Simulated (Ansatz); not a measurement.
LaGePt in space group I4_1md (No. 109; La on 4a, Ge on 4a, Pt on 4a), plane-wave PAW PBE (Ansatz code), all energies at zero smearing, with the estimated change up to a 700 eV cutoff added, with one set of potentials and settings (totals compare only within such a set). Cell of 6 atoms (2 La, 2 Ge, 2 Pt): -46142.749 eV.

```json
[
 {"element": "La", "reference phase": "P6_3/mmc, 4 atoms in the cell", "E (eV/atom)": "-6250.0953"},
 {"element": "Ge", "reference phase": "Fd-3m, 2 atoms in the cell", "E (eV/atom)": "-4294.9847"},
 {"element": "Pt", "reference phase": "Fm-3m, 1 atoms in the cell", "E (eV/atom)": "-12523.0127"}
]
```

Formation energy per atom, worked out: (-46142.749 − 2×(-6250.0953) − 2×(-4294.9847) − 2×(-12523.0127))/6 = -1.094 eV/atom (-106 kJ per mol of atoms), at 0 K, without zero-point energy or fitted corrections.

The first step of the workflow began from a Materials Project structure, measured or hypothetical; the Crystallography Open Database copy checked does not list it. With Ge and Pt taken as one species the cell has the higher symmetry I4_1/amd, so it may be an ordered model of a mixed-site phase. Whether it is the stable phase at ambient conditions was not checked. Symmetry was held in the PBE relaxation; its stability against distortions is not shown here. No spin polarisation was allowed. The references are the lowest solids computed at this level, not always the standard phases. Spin–orbit coupling is left out wherever it is not named.

Potentials: the later of the program's two PAW sets.
